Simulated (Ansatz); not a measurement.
SnGe (wurtzite) was relaxed and computed twice in Ansatz (plane waves, PAW), once with HSE06 and once with PBE.

|  | run 1 | run 2 |
|---|---|---|
| cell | a = b = 4.381 Å, c = 7.208 Å, α = β = 90.00°, γ = 120.00° | a = 4.322 Å, b = 4.322 Å, c = 7.114 Å, α = 90.00°, β = 90.00°, γ = 120.00° |
| B₀ by P(V) fit (GPa) | 45.8 | 54.3 |

**Question.** Which run used which functional?

**Answer.** Run 1 is PBE, run 2 is HSE06.

Constructed cells (a structure type filled with these elements, in neither database checked): SnGe, wurtzite. All cells were relaxed under the symmetry of their starts (and spin orders); stability against distortions was not tested throughout. Spin–orbit coupling is left out wherever it is not named.

Potentials: the later of the program's two PAW sets.

Ansatz (an electronic-structure program) is a plane-wave DFT program.
